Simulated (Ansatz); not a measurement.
Consider the following.

BeS:
```
BeS
1.0
    3.43704     0.00000     0.00000
   -1.71852     2.97656     0.00000
    0.00000     0.00000     7.80495
Be S
3 3
Direct
  0.50000   0.00000   0.00000
  0.00000   0.50000   0.33333
  0.50000   0.50000   0.66667
  0.50000   0.00000   0.50000
  0.00000   0.50000   0.83333
  0.50000   0.50000   0.16667
```

This is the r²SCAN+D4-relaxed structure. Cartesian axes are those of the cell as given.

Question: All from r²SCAN+D4 in the plane-wave PAW code Ansatz, unless another level is named. Predict the Poisson's ratio.

Answer: 0.21.

Question: Give the elastic constants (relaxed ions, GPa).

Answer: C11 = 207, C12 = 56.2, C13 = 50.2, C33 = 228, C44 = 70.5.

Space group P6_422. The start of the workflow was typed in or built on a structure type; neither database checked (COD, Materials Project) lists it. COD files the formula under space group No. 216, so this cell is another polymorph or a model. Whether it is the stable phase at ambient conditions was not checked. The cell was relaxed with r²SCAN+D4 under the symmetry of its start; its stability against distortions is not shown here.

Potentials: the later of the program's two PAW sets.
